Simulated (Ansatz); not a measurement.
CuAu:
```
CELL_PARAMETERS angstrom
      1.40744     0.81258     4.22535
     -1.40744     0.81258     4.22535
      0.00000    -1.62517     4.22535
ATOMIC_POSITIONS crystal
  Cu 0.50000 0.50000 0.50000
  Au 0.00000 0.00000 0.00000
```

Relaxed with PBEsol. Special points in fractions of this cell's reciprocal vectors: Γ (0.000, 0.000, 0.000); T (0.500, 0.500, 0.500); H2 (0.809, 0.191, 0.500); H0 (0.500, -0.191, 0.191); L (0.500, 0.000, 0.000); S0 (0.346, -0.346, 0.000); S2 (0.654, 0.000, 0.346); F (0.500, 0.000, 0.500).

**Question.** List the band energies nearest the Fermi level at these points for PBEsol in the plane-wave PAW code Ansatz.

**Answer.** In eV from the Fermi level; about four levels below and three above (degenerate sets whole), none deeper than 8.9 eV; … stands for higher levels left out; points with the same levels are listed once.

| k | below | above |
|---|---|---|
| Γ | -2.23 -2.23 -1.55 -1.55 -0.43 | 4.70 14.64 … |
| T | -2.59 -2.59 -2.16 -2.16 | 12.26 14.65 … |
| H2 | -2.33 -2.28 -1.78 -1.70 | 2.67 2.77 3.84 |
| L | -2.85 -2.37 -1.92 -1.71 | 0.16 1.27 5.56 |
| S0 | -2.36 -2.21 -1.87 -1.71 | 2.43 2.74 3.93 |
| F | -1.59 -1.50 -1.38 -1.35 | 1.06 3.09 6.71 |

Space group R-3m. The first step of the workflow began from a Materials Project structure, measured or hypothetical; the Crystallography Open Database copy checked does not list it. It is not the phase usual at ambient conditions (space group No. 123). The PBEsol relaxation kept the symmetry of its start; its stability against distortions is not shown here. The run is not spin-polarised. Spin–orbit coupling is left out wherever it is not named.

Potentials: the later of the program's two PAW sets.
